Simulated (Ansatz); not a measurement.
Ansatz (a quantum-chemistry and plane-wave program) input:

Ansatz 0.2 input:
```yaml
crystal:
  lattice:
    - [3.302247538, 0.0, 0.0]
    - [-1.651123769, 2.8598302575, 0.0]
    - [0.0, 0.0, 13.2246153071]
  atoms:
    - { symbol: W, position: [0.6666666667, 0.3333333333, 0.75] }
    - { symbol: W, position: [0.3333333333, 0.6666666667, 0.25] }
    - { symbol: Se, position: [0.3333333333, 0.6666666667, 0.8757818686] }
    - { symbol: Se, position: [0.6666666667, 0.3333333333, 0.1242181314] }
    - { symbol: Se, position: [0.6666666667, 0.3333333333, 0.3757818686] }
    - { symbol: Se, position: [0.3333333333, 0.6666666667, 0.6242181314] }
kpoints:
  mp_grid: { grid: [8, 8, 2] }
hamiltonian:
  xc: r2scan
  dispersion: d4
  pseudopotentials: { azcp: { folder: ./paw }, kind: paw }
scf:
  occupations: { method: fixed }
output:
  optics: { e_range: [0.0, 15.0], de: 0.05, sigma: 0.1, bands: { spectra_wanted_up_to: 12 eV } }
```

Output (shortened):

```
output.optics: the spectra are integrated over the Brillouin zone by k·p interpolation around the k-points, where levels, occupations, output.optics.sigma and …
Pseudopotential: W, paw, valence charge 14
Pseudopotential: Se, paw, valence charge 16
Functional definition: r2SCAN
Crystal: 6 atoms, lattice volume = 124.892 Å³
Basis set: ecut = 500 eV, 3133 PW (Γ), exchange–correlation on 100×100×400 points (64 copies of the dense FFT grid, shifted against one another)
Bands: 56, of which v1, the nominal top of the filled ones, is band 46 counted from 1 (45 counted from 0)
Symmetry: 24 space group operations
Space group: P63/mmc (ITA 194), of the structure as read, at distance tolerance 5.0e-5 Å
k-points: 20 of 128
SCF iter   1: F=—  HF=-42714.140138 eV  |F-HF|=—  |Δ(HF+E_count)|=         —  Δρ=3.41e-2  dr2=4.09e0  dr2_τ=8.58e-2  ethr=3.10e-3  ⟨swp⟩=4.9  Hψ=3453  notcnv=0  defer=126
preconditioner: auto → Resta (q_TF=auto, 2.593 Å⁻¹)
SCF iter   2: F=—  HF=-42713.785594 eV  |F-HF|=—  |Δ(HF+E_count)|=   3.55e-1  Δρ=2.25e-2  dr2=7.31e-1  dr2_τ=4.12e-2  ethr=3.10e-3  ⟨swp⟩=2.0  Hψ=1468  notcnv=0  defer=104
SCF iter   3: F=—  HF=-42713.736128 eV  |F-HF|=—  |Δ(HF+E_count)|=   4.95e-2  Δρ=9.02e-3  dr2=2.85e-1  dr2_τ=4.32e-2  ethr=7.95e-4  ⟨swp⟩=2.3  Hψ=1512  notcnv=0  defer=126
SCF iter   4: F=—  HF=-42713.712672 eV  |F-HF|=—  |Δ(HF+E_count)|=   2.35e-2  Δρ=2.47e-3  dr2=9.57e-3  dr2_τ=2.28e-4  ethr=3.09e-4  ⟨swp⟩=2.0  Hψ=1406  notcnv=0  defer=141
SCF iter   5: F=—  HF=-42713.712733 eV  |F-HF|=—  |Δ(HF+E_count)|=   6.13e-5  Δρ=1.11e-3  dr2=2.16e-3  dr2_τ=5.07e-5  ethr=1.04e-5  ⟨swp⟩=2.0  Hψ=2160  notcnv=0  defer=158
SCF iter   6: F=—  HF=-42713.712954 eV  |F-HF|=—  |Δ(HF+E_count)|=   2.21e-4  Δρ=4.13e-4  dr2=2.14e-4  dr2_τ=4.86e-6  ethr=2.35e-6  ⟨swp⟩=2.0  Hψ=1989  notcnv=0  defer=158
SCF iter   7: F=—  HF=-42713.713038 eV  |F-HF|=—  |Δ(HF+E_count)|=   8.40e-5  Δρ=9.00e-5  dr2=8.88e-6  dr2_τ=8.27e-7  ethr=2.33e-7  ⟨swp⟩=3.0  Hψ=1839  notcnv=0  defer=141
SCF iter   8: F=—  HF=-42713.713049 eV  |F-HF|=—  |Δ(HF+E_count)|=   1.12e-5  Δρ=3.19e-5  dr2=9.64e-7  dr2_τ=2.75e-8  ethr=9.66e-9  ⟨swp⟩=2.0  Hψ=1947  notcnv=0  defer=53
SCF iter  12: F=-42713.713030 eV  HF=-42713.713030 eV  |F-HF|=7.28e-12  |Δ(HF+E_count)|=  4.37e-11  Δρ=4.35e-8  dr2=2.54e-12  dr2_τ=9.30e-14  ethr=1.00e-12  ⟨swp⟩=10.8  Hψ=3902  notcnv=0
SCF 1 converged in 12 iterations: F = -42713.713030 eV  dr2 = 2.54e-12
NSCF: frozen V_eff on 20 k-points
Optics k sum: 0 of 20 k-points
Optics k sum: 1 of 20 k-points
Optics k sum: 2 of 20 k-points
Optics k sum: 3 of 20 k-points
Optics k sum: 4 of 20 k-points
Optics k sum: 5 of 20 k-points
Optics k sum: 6 of 20 k-points
Optics k sum: 7 of 20 k-points
Optics k sum: 8 of 20 k-points
Optics k sum: 9 of 20 k-points
Optics k sum: 10 of 20 k-points
Optics k sum: 11 of 20 k-points
Optics k sum: 12 of 20 k-points
Optics k sum: 13 of 20 k-points
Optics k sum: 14 of 20 k-points
Optics k sum: 15 of 20 k-points
Optics k sum: 16 of 20 k-points
Optics k sum: 17 of 20 k-points
Optics k sum: 18 of 20 k-points
Optics k sum: 19 of 20 k-points
Optics k sum: 20 of 20 k-points
Optics k sum: 0 of 20 k-points
Optics k sum: 1 of 20 k-points
Optics k sum: 2 of 20 k-points
Optics k sum: 3 of 20 k-points
Optics k sum: 4 of 20 k-points
Optics k sum: 5 of 20 k-points
Optics k sum: 6 of 20 k-points
Optics k sum: 7 of 20 k-points
Optics k sum: 8 of 20 k-points
Optics k sum: 9 of 20 k-points
Optics k sum: 10 of 20 k-points
Optics k sum: 11 of 20 k-points
Optics k sum: 12 of 20 k-points
Optics k sum: 13 of 20 k-points
Optics k sum: 14 of 20 k-points
Optics k sum: 15 of 20 k-points
Optics k sum: 16 of 20 k-points
Optics k sum: 17 of 20 k-points
Optics k sum: 18 of 20 k-points
Optics k sum: 19 of 20 k-points
Optics k sum: 20 of 20 k-points
NSCF: frozen V_eff on 1 k-points
NSCF: frozen V_eff on 1 k-points
output.optics: what the bands over the 83 summed would add to eps1, eps2 and the energy-loss function is held between a lower and an upper bound (7 Lanczos …
SCF converged after 12 iterations
Free energy (F): -42713.713030 eV
Harris-Foulkes:  -42713.713030 eV  (|F-HF|=7.28e-12)
Internal energy: -42713.713030 eV  (E = F + TS)
E sigma→0 (E₀):  -42713.713030 eV
Fermi energy:    11.912157 eV
--- Per-component energies (eV) ---
  E_band       = -1845.960176
  E_kinetic    = 1292.148066
  E_local      = -12680.540323  (includes V_loc(G=0)·N_el)
  E_nonlocal   = -1465.949952
  E_hartree    = 6498.899097
  E_xc         = -826.305706
  E_vxc        = -897.193718  (∫ρ·V_xc dr)
  E_paw        = -25781.644525  (= ΣΔE_a)
  E_vpaw       = -1138.030305  (= ΣTr[D̂ρ^β])
  E_aug_tail   = 0.000094  (compensation charges beyond the density's cutoff)
  E_vtau       = 45.807887  (kinetic-family band-sum trace: ∫τ·v_τ [+ j·A + Jᵃ·Aᵃ] dr)
  E_ewald      = -9741.104118
  E_disp       = -0.980317  (pairwise vdW)
  E_core_change = -8.235348  (= ΣΔE_core)
  E_smearing   =  0.000000  (= −TS)
  E_closure    = 0.000000  (closes the sum)
  Σ components = -42713.713030   (vs F -42713.713030, Δ=0.00e0)
  [band-id]    e_kinetic+e_local+e_nonlocal+2·e_hartree+e_vxc+e_vpaw+e_augmentation_tail+e_vtau = -1845.960054   (vs E_band -1845.960176, Δ=1.22e-4)
--- Band table (eV; the first three rows and the last of 20) ---
  k-point 0: bands = ["-64.3202", "-64.3202", "-36.8163", "-36.8163", "-36.8162", "-36.8162", "-36.8155", "-36.8155", "-36.8154", "-36.8154", "-36.7854", "-36.7854", "-36.7852", "-36.7852", "-36.7839", "-36.7839", "-36.7838", "-36.7838", "-36.7718", …
  k-point 1: bands = ["-64.3202", "-64.3202", "-36.8162", "-36.8162", "-36.8162", "-36.8162", "-36.8155", "-36.8155", "-36.8155", "-36.8155", "-36.7853", "-36.7853", "-36.7853", "-36.7853", "-36.7838", "-36.7838", "-36.7838", "-36.7838", "-36.7717", …
  k-point 2: bands = ["-64.3186", "-64.3186", "-36.8161", "-36.8161", "-36.8156", "-36.8156", "-36.8155", "-36.8155", "-36.8148", "-36.8148", "-36.7855", "-36.7855", "-36.7853", "-36.7853", "-36.7844", "-36.7842", "-36.7840", "-36.7838", "-36.7715", …
  k-point 19: bands = ["-64.3081", "-64.3081", "-36.8149", "-36.8149", "-36.8136", "-36.8136", "-36.8122", "-36.8122", "-36.8122", "-36.8122", "-36.7874", "-36.7874", "-36.7864", "-36.7864", "-36.7851", "-36.7851", "-36.7850", "-36.7850", "-36.7694", …
```

Cost: roughly 8 core-minutes on shared cores.

Space group P6_3/mmc. The r²SCAN+D4 relaxation kept the symmetry of its start. The run is not spin-polarised. Scalar-relativistic: spin–orbit coupling is off unless named, which matters more the heavier the elements.

Potentials: the earlier of the program's two PAW sets. The files were generated under PBE; for other functionals the program regenerates the frozen cores, and for LDA and PBEsol the local potential too.

Ansatz is a plane-wave DFT program.
